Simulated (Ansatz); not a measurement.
TiSi2 (C49 type, space group Cmcm): scan of one atom of the cell

Starting cell, TiSi$_{2}$ (C49 type, space group Cmcm):

```
CELL_PARAMETERS angstrom
      1.76330    -6.75838     0.00000
      1.76330     6.75838     0.00000
      0.00000     0.00000     3.56518
ATOMIC_POSITIONS crystal
  Si 0.94167 0.05833 0.75000
  Si 0.05833 0.94167 0.25000
  Si 0.25029 0.74971 0.75000
  Si 0.74971 0.25029 0.25000
  Ti 0.60320 0.39680 0.75000
  Ti 0.39680 0.60320 0.25000
```

In each cell atom 1 (Si, nearest neighbour Si at 2.380 Å; its periodic images, 3.5 Å or more away, move with it) moves by s·(0.707, 0.707, 0.000) (along Cartesian [110]), the rest being held.

All values below come from r2SCAN (plane waves to 500 eV, PAW, scalar-relativistic; Ansatz, a quantum-chemistry and plane-wave program). k mesh 11×11×11 (Γ-centred), Fermi-Dirac smearing 0.05 eV. E stands for the smeared free energy. Compression counts positive. With partly filled bands, energies and forces of such displacements shift with the k mesh and the smearing. F∥ is the force on the atom along that direction. F⊥ is the part of the force across the line. This is one of several known forms of TiSi2; the measured ambient cells at hand have space group No. 70. TiSi2 is run without spin polarisation. TiSi2 was relaxed with its symmetry unable to fall. The zero of ΔE is the undisplaced structure.

```json
[
 {"s (Å)": "-0.480", "ΔE (meV/cell)": "1076", "F∥ (eV/Å)": "4.708", "|F⊥| (eV/Å)": "0.861", "P (GPa)": "6.8"},
 {"s (Å)": "-0.384", "ΔE (meV/cell)": "677", "F∥ (eV/Å)": "3.620", "|F⊥| (eV/Å)": "0.503", "P (GPa)": "4.7"},
 {"s (Å)": "-0.288", "ΔE (meV/cell)": "377", "F∥ (eV/Å)": "2.651", "|F⊥| (eV/Å)": "0.242", "P (GPa)": "3.0"},
 {"s (Å)": "-0.192", "ΔE (meV/cell)": "166", "F∥ (eV/Å)": "1.743", "|F⊥| (eV/Å)": "0.075", "P (GPa)": "1.7"},
 {"s (Å)": "-0.096", "ΔE (meV/cell)": "41", "F∥ (eV/Å)": "0.865", "|F⊥| (eV/Å)": "0.005", "P (GPa)": "0.7"},
 {"s (Å)": "0.000", "ΔE (meV/cell)": "0", "F∥ (eV/Å)": "-0.001", "|F⊥| (eV/Å)": "0.001", "P (GPa)": "0.0"},
 {"s (Å)": "0.096", "ΔE (meV/cell)": "41", "F∥ (eV/Å)": "-0.854", "|F⊥| (eV/Å)": "0.085", "P (GPa)": "-0.3"},
 {"s (Å)": "0.192", "ΔE (meV/cell)": "163", "F∥ (eV/Å)": "-1.685", "|F⊥| (eV/Å)": "0.251", "P (GPa)": "-0.2"},
 {"s (Å)": "0.288", "ΔE (meV/cell)": "364", "F∥ (eV/Å)": "-2.483", "|F⊥| (eV/Å)": "0.492", "P (GPa)": "0.3"},
 {"s (Å)": "0.384", "ΔE (meV/cell)": "639", "F∥ (eV/Å)": "-3.236", "|F⊥| (eV/Å)": "0.798", "P (GPa)": "1.1"},
 {"s (Å)": "0.480", "ΔE (meV/cell)": "984", "F∥ (eV/Å)": "-3.944", "|F⊥| (eV/Å)": "1.162", "P (GPa)": "2.3"}
]
```

Summary:

The energy at s = 0.480 Å comes out as 984 meV/cell and the force along the line at s = -0.480 Å comes out as 4.71 eV/Å. The force constant k = d²E/ds² at s = 0 (finite differences) comes out as 8.96 eV/Å². Symmetry of the curve: not even: the negative side lies higher at ±0.480 Å. Shape of the curve: a single well with its minimum at or next to zero displacement. Harmonic estimate at the end of the scan: ½ks² = 1032 meV/cell against the computed 984 meV/cell, so the well is close to harmonic there.

(A displaced cell: forces are minus the slopes of the energy, force constants its curvatures, and phonons follow from these.)
